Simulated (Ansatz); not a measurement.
A geometry of I away from equilibrium: the start of the relaxation of a generated cell, I built in the AFLOW prototype A_oC8_64_f. The numbers are results of PBE (plane waves to 420 eV, PAW, scalar-relativistic; Ansatz, a first-principles code), not measurements. Γ-centred k-mesh 6×6×3 on the run's cell (coarser than for final values), Fermi–Dirac smearing 0.05 eV.

```xyz
4
Lattice="3.5595 -2.3300 0.0000 3.5595 2.3300 0.0000 0.0000 0.0000 9.7956" Properties=species:S:1:pos:R:3 pbc="T T T"
I      3.5595    -1.6084     1.1510
I      3.5595     1.6084     8.6446
I      3.5595     0.7216     3.7468
I      3.5595    -0.7216     6.0488
```

Task: What forces act on the atoms (eV/Å)?

Result: 
```csv
atom,Fx,Fy,Fz
I1,0.00,0.24,0.51
I2,0.00,-0.24,-0.51
I3,0.00,0.24,-0.51
I4,0.00,-0.24,0.51
```

Task: What is the pressure?

Result: +1.8 GPa, compression positive.

No spin polarisation in the result.

The run could not lose the symmetry of its start.
